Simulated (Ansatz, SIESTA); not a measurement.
# One calculation of Cd3Se, 3 ways

```
Cd Se
1.0
    -2.04095    2.04095    6.08708
     2.04095   -2.04095    6.08708
     2.04095    2.04095   -6.08708
Cd Se
3 1
Direct
  0.50000 0.50000 0.00000
  0.25000 0.75000 0.50000
  0.75000 0.25000 0.50000
  0.00000 0.00000 0.00000
```

The cell comes from a database or a generator and needn't be the stable form of this composition.

Alike in all runs: task band structure; functional PBEsol; k mesh 9 × 9 × 9; occupations fermi-dirac, width 0.05 eV; no spin polarisation; no spin-orbit coupling. Pressure is positive in compression and, in plane waves, holds the error of the finite cutoff, which Ansatz's Pulay term estimates and takes out.

```
                                                                                      program and potentials  plane-wave cutoff (eV)                                                  notes  pressure (GPa)
                                                              Ansatz, all-electron LAPW, scalar-relativistic                       -                                                      -           -3.72
                                                                   Ansatz, PAW datasets made for the crystal                     260              10.5 valence electrons an atom on average           -3.72
SIESTA, files PseudoDojo sr-pbesol-0.4.1-standard, DZP (energy shift 0.003 Ry; two zetas on semicore shells)                       -  atomic basis; 19 valence electrons an atom on average           -4.66
```

The pressure spans -4.66 (SIESTA, files PseudoDojo sr-pbesol-0.4.1-standard, DZP (energy shift 0.003 Ry; two zetas on semicore shells)) to -3.72 GPa (Ansatz, all-electron LAPW, scalar-relativistic), with all-electron results at -3.72. Rows in atomic bases carry the error of their basis and grid, which can be large.

Differences between rows come from potentials, basis sets and numerical settings, since the functional is the same but for its coding. Runs on potential files found faulty are left out.
